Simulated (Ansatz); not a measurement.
A geometry of Be away from equilibrium: step 2 of the relaxation of a relaxed Be cell displaced along its unstable phonon at q = (0, 0, ½) of its primitive reciprocal cell (258i cm⁻¹), largest move 0.15 Å. Method: PBE (plane waves to 420 eV, PAW, scalar-relativistic; Ansatz, a first-principles code). Γ-centred k-mesh 17×17×7 on the run's cell (coarser than for final values), Fermi–Dirac smearing 0.05 eV.

```
Be
1.0
    2.13973     0.00000     0.00000
   -1.06987     1.86405     0.00000
    0.00000     0.00000     4.82743
Be
2
Direct
  0.09289   0.18577   0.00000
  0.90711   0.81423   0.50000
```

Task: Give the Cartesian forces on all atoms (eV/Å).

Result: 
```tsv
atom	Fx	Fy	Fz
Be1	0.00	0.42	0.00
Be2	0.00	-0.42	0.00
```

Task: What is the pressure?

Result: -1.5 GPa, compression positive.

Task: How far above the relaxed end point is this geometry?

Result: 0.39 eV/atom; the path ends in P6₃/mmc (No. 194) (hcp (Mg type)).

No spin polarisation in the result.

The run could not lose the symmetry of its start.

Of the parent cell (P6/mmm (No. 191)): it is a generated cell of Be: the first start was made by placing the elements on the sites of a structure type, and the end was not matched to a known phase here, so it may be hypothetical. Known forms of Be include space group No. 194.
